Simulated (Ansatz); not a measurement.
Ru2C in space group P-3m1 (No. 164; C on 1a, Ru on 2d) under volume change, the program Ansatz at the PBEsol level (PAW), shape and atoms relaxed at each volume.

```tsv
V (Å³/atom)	E − E(relaxed) (meV/atom)	P (GPa)
10.008	___	___
10.338	42.5	22.03
10.668	___	___
10.997	0.0	-0.01
11.327	8.8	-8.23
11.657	32.7	-14.80
11.987	68.7	-19.94
```

Problem. Complete the blanks.

Solution. 
- 10.668, E − E(relaxed) (meV/atom): 9.9
- 10.668, P (GPa): 9.95
- 10.008, E − E(relaxed) (meV/atom): 102.3
- 10.008, P (GPa): 36.55

Problem. What does a third-order Birch–Murnaghan fit give for V₀, B₀ and B′?

Solution. V₀ = 11.00 Å³/atom, B₀ = 298 GPa, B′ = 5.7.

A made-up cell: these elements were put on the sites of a structure type; neither database checked (COD, Materials Project) lists it. Whether it is the stable phase at ambient conditions was not checked. The cell was relaxed with PBEsol under the symmetry of its start; whether a distortion lowers the energy is not shown. The run is not spin-polarised.

Potentials: the earlier of the program's two PAW sets. The files were generated under PBE; for other functionals the program regenerates the frozen cores, and for LDA and PBEsol the local potential too.
